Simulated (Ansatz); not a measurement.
AlInN₂:
```
CELL_PARAMETERS angstrom
     -2.34917     2.34917     4.60295
      2.34917    -2.34917     4.60295
      2.34917     2.34917    -4.60295
ATOMIC_POSITIONS crystal
  Al 0.75000 0.25000 0.50000
  Al 0.00000 0.00000 0.00000
  In 0.25000 0.75000 0.50000
  In 0.50000 0.50000 0.00000
  N  0.67222 0.12500 0.04722
  N  0.87500 0.92222 0.54722
  N  0.07778 0.62500 0.95278
  N  0.37500 0.32778 0.45278
```

The program Ansatz at the PBEsol level (PAW) gives a gap of 1.37 eV without spin–orbit coupling, maximum at Γ, minimum at Γ.

Task: What happens when spin–orbit coupling is switched on?

Result: The gap stays essentially unchanged, to 1.37 eV; maximum at Γ, minimum at Γ.

Task: Give the electron effective mass with spin–orbit coupling.

Result: 0.17 mₑ (isotropic).

Task: Give the hole effective mass with spin–orbit coupling.

Result: 0.18, 1.3, 1.3 mₑ (principal values).

Space group I-42d (chalcopyrite). The workflow started from a Materials Project entry (that database holds measured and hypothetical structures alike); the Crystallography Open Database copy checked does not list it. Whether it is the stable phase at ambient conditions was not checked. The cell was relaxed with PBEsol under the symmetry of its start; whether a distortion lowers the energy is not shown.

Potentials: the later of the program's two PAW sets.
